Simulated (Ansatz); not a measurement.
**Is this Li4Zr3O structure a true minimum?**

The cell was found from a proposed guess, not taken from experiment.

Theory: DFT PBE, scalar-relativistic, plane waves, PAW (Ansatz). Cutoff 420 eV; k points 12×12×2 on the computed 8-atom cell (Γ-centred); Gaussian smearing, width 0.10 eV; no spin polarisation.

The cell below (8 atoms, space group P3m1 (No. 156)) is relaxed within its symmetry.

```xyz
8
Lattice="3.2068 0.0000 0.0000 -1.6034 2.7771 0.0000 0.0000 0.0000 17.7349" Properties=species:S:1:pos:R:3 pbc="T T T"
Li    0.0000    0.0000   15.1394
Li    1.6034    0.9257    7.8532
Li    0.0000    1.8514   10.3194
Li    1.6034    0.9257   12.6848
Zr    0.0000    1.8514   17.6608
Zr    1.6034    0.9257    2.6518
Zr    0.0000    1.8514    5.1966
O     0.0000    0.0000    1.3311
```

For the test it was strained at random (σ = 1.5 % a component), the atoms were moved at random (σ = 0.15 Å), and all was relaxed again on a coarse 6×6×2 mesh (in the run’s order of axes) with 0.20 eV smearing, with no symmetry imposed.

Question: Does it come back?

Answer: It returns, within 1 meV/atom of the unmoved cell on that mesh and with the same symmetry when read at 0.1 Å (Cm at 0.01 Å, so small strains and shifts remain). So it is stable against the distortions that fit this cell and that this random move excites. Modes that don't fit the cell aren't tested.
